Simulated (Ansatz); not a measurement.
NbRu (CsCl type, Pm-3m) at seven volumes, plane-wave PAW LDA (Ansatz code), scaled uniformly. One row is withheld.

| V (Å³/atom) | P (GPa) |
|---|---|
| 13.813 | 30.78 |
| 14.268 | 18.87 |
| 14.724 | ? |
| 15.179 | 0.00 |
| 15.634 | -7.42 |
| 16.090 | -13.75 |
| 16.545 | -19.14 |

Task: Fit the shown pressures and predict the withheld one.

Result: P = (3/2)B₀(x^(7/2) − x^(5/2))[1 + (3/4)(B′ − 4)(x − 1)] with x = (V₀/V)^(2/3). Least squares on the six rows gives V₀ = 15.179 Å³/atom, B₀ = 267 GPa, B′ = 4.26. At V = 14.724, x = 1.0205 and P = 8.67 GPa. The run itself gave 8.70 GPa.

The workflow started from a Materials Project entry (that database holds measured and hypothetical structures alike); the Crystallography Open Database files this formula in space group No. 221, but the cells were not matched. Its standing as an ambient phase is unchecked. The cell was relaxed with LDA under the symmetry of its start. At this level the phase is mechanically unstable. The run is not spin-polarised.

Potentials: the later of the program's two PAW sets.
